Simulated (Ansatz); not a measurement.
Relaxed-ion elastic tensor of SrHfO3 (cubic perovskite, space group No. 221) in GPa (Voigt order), LDA (plane waves, PAW; program Ansatz); density 7.75 g/cm³, 13.47 Å³ per atom.

```
 397  78.3  78.3   0.0   0.0   0.0
78.3   397  78.3   0.0   0.0   0.0
78.3  78.3   397   0.0   0.0   0.0
 0.0   0.0   0.0  82.9   0.0   0.0
 0.0   0.0   0.0   0.0  82.9   0.0
 0.0   0.0   0.0   0.0   0.0  82.9
```

Question: Is the crystal mechanically stable?

Answer: Yes: the smallest eigenvalue of C is 82.9 GPa.

Question: Work out the Voigt, Reuss and Hill averages.

Answer: K_V = 185, K_R = 185, K_H = 185; G_V = 114, G_R = 103, G_H = 108 GPa.

Question: Give Young's modulus, Poisson's ratio, Pugh's ratio and the universal anisotropy index.

Answer: E = 9KG/(3K + G) = 271 GPa; ν = 0.26; K/G = 1.71 (near the Pugh limit of 1.75, no verdict); A_U = 5G_V/G_R + K_V/K_R − 6 = 0.53.

Question: Estimate the sound speeds and the Debye temperature.

Answer: v_l = √((K + 4G/3)/ρ) = 6510 m/s, v_t = √(G/ρ) = 3740 m/s, mean 4150 m/s; Θ = (h/k)(3n/4πV)^(1/3) v_m = 519 K.

Question: Give the Zener ratio and Young's modulus along [100], [110] and [111].

Answer: A = 2C44/(C11 − C12) = 0.52; 1/E = S11 − 2(S11 − S12 − S44/2)Γ with Γ = 0, 1/4, 1/3 gives 372, 242, 216 GPa.

Space group Pm-3m (cubic perovskite). The workflow started from a Materials Project entry (that database holds measured and hypothetical structures alike); the Crystallography Open Database files this formula in space group No. 221, but the cells were not matched. Whether it is the stable phase at ambient conditions was not checked. The LDA relaxation kept the symmetry of its start. At this level the phase is dynamically unstable (imaginary phonons). No spin polarisation was allowed. Spin–orbit coupling is left out wherever it is not named.

Potentials: the later of the program's two PAW sets.
